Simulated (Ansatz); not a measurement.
HfN (NiAs type, P6_3/mmc), the program Ansatz at the PBE level (PAW), all energies at zero smearing, with the estimated change up to a 700 eV cutoff added, with one set of potentials and settings (totals compare only within such a set). Cell of 4 atoms (2 Hf, 2 N): -32217.303 eV.

| element | reference phase | E (eV/atom) |
|---|---|---|
| Hf | P6_3/mmc, 2 atoms in the cell | -15721.3637 |
| N | Pa-3, 8 atoms in the cell | -384.0325 |

Formation energy per atom, worked out: (-32217.303 − 2×(-15721.3637) − 2×(-384.0325))/4 = -1.628 eV/atom (-157 kJ per mol of atoms), at 0 K, without zero-point energy or fitted corrections.

The workflow started from a Materials Project entry (that database holds measured and hypothetical structures alike); the Crystallography Open Database copy checked does not list it. It is not the phase usual at ambient conditions (space group No. 225). The cell was relaxed with PBE under the symmetry of its start; of distortions, only those at the zone centre were tested. No spin polarisation was allowed. The references are the lowest solids computed at this level, not always the standard phases (solids in place of the gases). Scalar-relativistic: spin–orbit coupling is off unless named, which matters more the heavier the elements.

Potentials: the later of the program's two PAW sets.
